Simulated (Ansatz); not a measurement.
MgH12Cl2O6: checking a database structure before trusting its electric field gradients

The cell is an entry of the Crystallography Open Database (COD).

Space group C2/m (No. 12); a = 9.8607, b = 7.1071, c = 6.0737 Å, β = 93.76°.

```
site  Wyckoff  site symmetry       x       y       z
  Mg       2a            2/m  0.0000  0.0000  0.0000
  H2       4i              m  0.2372  0.0000  0.2583
  H4       4i              m  0.2693  0.0000  0.0083
  H6       8j              1  0.5209  0.7997  0.2784
 H10       8j              1  0.3839  0.6984  0.3151
  Cl       4i              m  0.3176  0.0000  0.6122
 O16       4i              m  0.2019  0.0000  0.1095
 O18       8j              1  0.4571  0.7067  0.2233
```

One atom of each set is listed; the run and its k-mesh use a cell of 21 atoms with edges of 6.08, 6.08, 6.07 Å.

The numbers come from a DFT calculation in Ansatz (PBE, plane waves and PAW, scalar-relativistic, 420 eV cutoff, Γ-centred 4×4×4 k-points, Fermi–Dirac smearing 0.02 eV).

Task: Do the atoms and the cell lie near the calculated equilibrium?

Result: No. The largest force is 2.5 eV/Å, on atom 16 (O: 2 H at 0.93–0.95 Å, 1 Mg at 2.06 Å), and the pressure is 5.7 GPa, with principal stresses up to 9 GPa in size. The atoms have to be relaxed before gradients are taken from this entry.
